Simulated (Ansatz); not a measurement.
# Calculated O-17 nuclear quadrupole resonance for RbLiSO4

Cell: a structure deposited in the COD, its atoms then relaxed with PBE in this cell.

Space group P2_1/c (No. 14); a = 5.2880, b = 8.7310, c = 10.5220 Å, β = 120.08°.

```csv
site,Wyckoff,site symmetry,x,y,z
Rb,4e,1,0.4961,0.5059,0.2269
Li,4e,1,0.1696,0.3196,0.4097
S,4e,1,0.8321,0.2085,0.0754
O13,4e,1,0.8718,0.2511,0.9486
O17,4e,1,0.5457,0.2709,0.0488
O21,4e,1,0.8336,0.0390,0.0895
O25,4e,1,0.0767,0.2749,0.2128
```

One atom of each set is listed.

All values are calculated (Ansatz; DFT, PBE, plane waves and PAW, scalar-relativistic, 420 eV cutoff, Γ-centred 4×2×2 k-points, Fermi–Dirac smearing 0.02 eV), not measured.

O-17: I = 5/2, Q = -25.58 mb (year-2017 value). Static lattice, zero field.

Problem. At which frequencies do the O-17 NQR lines lie?

Solution. For I = 5/2 and η = 0 the lines are 3|C_Q|/20 and twice that; η pulls their ratio below 2.

| site | atoms | V_zz (10²¹ V/m²) | C_Q (MHz) | η | line frequencies (MHz) |
| --- | --- | --- | --- | --- | --- |
| O13 | 4 | 13.60 | -8.41 | 0.01 | 1.26, 2.52 |
| O17 | 4 | 13.53 | -8.37 | 0.02 | 1.26, 2.51 |
| O21 | 4 | 13.46 | -8.32 | 0.01 | 1.25, 2.50 |
| O25 | 4 | 13.57 | -8.39 | 0.04 | 1.26, 2.52 |

At O13, O17, O21 and O25 V_zz points along the shorter of its two bonds, to S (within 2°) in each case.
